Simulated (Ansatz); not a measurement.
The numbers come from plane-wave PAW DFT (Ansatz): PBE, no spin polarisation, 420 eV, 6×6×6 Γ-centred k points, fermi-dirac occupations (width 0.1 eV). Nothing was relaxed.

Computed maps in the lattice plane spanned by b (left to right, 5.38 Å, 16 points from zero) and c (bottom to top, 5.38 Å, 16 points from zero), 90° apart, at height 0.000 along a. The fields are smooth PAW ones with compensation charges, not the true ones near nuclei.

Valence density. Digits on a logarithmic scale: 0 up to 0.03 e/Å³, each further digit a factor of 1.6, 9 from 1.3 e/Å³ up:
```
9986569999965689
9866556999655668
6665555565555566
5555544434445555
6655443222344556
9965432101234569
9995421000124599
9996320000023699
9995421000124599
9965432101234569
6655443222344556
5555544434445555
6665555565555566
9866556999655668
9986569999965689
9996569999965699
```

The cell is Cu$_{3}$GeS$_{4}$. Which atoms lie within 0.2 Å of this plane, and where (fractions of b and c)?

Ge at (0.00, 0.00), Cu at (0.50, 0.00), Cu at (0.00, 0.50). The whole cell:
```
Ge Cu S
1.0
     5.37526    0.00000    0.00000
     0.00000    5.37526    0.00000
     0.00000    0.00000    5.37526
Ge Cu S
1 3 4
Direct
  0.00000 0.00000 0.00000
  0.50000 0.00000 0.00000
  0.00000 0.50000 0.00000
  0.00000 0.00000 0.50000
  0.23500 0.23500 0.23500
  0.23500 0.76500 0.76500
  0.76500 0.76500 0.23500
  0.76500 0.23500 0.76500
```

Origin: a known structure type with other elements, at an estimated volume, so it need not be a known compound. Caveats: many states at the Fermi level without spin polarisation, so a magnetic state may lie lower.
